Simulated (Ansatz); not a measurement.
The start is a generated cell, Ni placed in the dhcp structure type. A full variable-cell relaxation at zero pressure is run with r2SCAN (plane waves to 500 eV, PAW, scalar-relativistic; Ansatz, an electronic-structure program). The first steps use a coarse 15×15×4 k-mesh.

Starting cell:
```yaml
crystal:
  lattice:
    - [2.50145, 0.00000, 0.00000]
    - [-1.25073, 2.16632, 0.00000]
    - [0.00000, 0.00000, 8.04845]
  atoms:
    - { symbol: Ni, position: [0.00000, 0.00000, 0.00000] }
    - { symbol: Ni, position: [0.00000, 0.00000, 0.50000] }
    - { symbol: Ni, position: [0.33333, 0.66667, 0.25000] }
    - { symbol: Ni, position: [0.66667, 0.33333, 0.75000] }
```
Spin-polarised start, with parallel moments on Ni.

Question: By how much does the energy per atom fall from start to end?

Answer: 0.01 eV/atom.

Question: How does the volume per atom move from start to end?

Answer: -3.3 %, from 10.90 to 10.54 Å³/atom.

Question: How do the shortest distances between atoms change?

Answer: The closest pairs of elements (up to four, under 3.6 Å), start → end: Ni–Ni 2.48 → 2.46 Å.

Question: Is the relaxed structure metallic? Give its gap.

Answer: No gap (metallic).

Question: What magnetic moments remain?

Answer: Net 0.73 μB/atom, ferromagnetic.

Question: Give the final cell and atomic positions.

Answer: 
Space group P6₃/mmc (No. 194); a = b = 2.4571 Å, c = 8.0670 Å, α = β = 90.00°, γ = 120.00°

```json
[
 {"atom": "Ni", "site": "2a", "symmetry": "-3m.", "x": "0.0000", "y": "0.0000", "z": "0.0000"},
 {"atom": "Ni", "site": "2c", "symmetry": "-6m2", "x": "0.3333", "y": "0.6667", "z": "0.2500"}
]
```

The space group stays P6₃/mmc (No. 194) (the run could not lower it); the end is AFLOW prototype A_hP4_194_ac (A3', as in La), with 4 atoms in the primitive magnetic cell. Final values are on a 22×22×6 k-mesh of the relaxed cell. Spin state reached: ferromagnetic (net 0.73 μB/atom), from parallel starting moments; other spin orders were not run from this start. r2SCAN tends to overstate moments in metals.

The run could not lose the symmetry of its start, so the end can be a saddle point.

All atoms sit on sites fixed by symmetry, so only the cell could relax.

The relaxed structure here is a generated cell of Ni: the first start was made by placing the elements on the sites of a structure type, and the end was not matched to a known phase here, so it may be hypothetical. Known forms of Ni include space group No. 225.
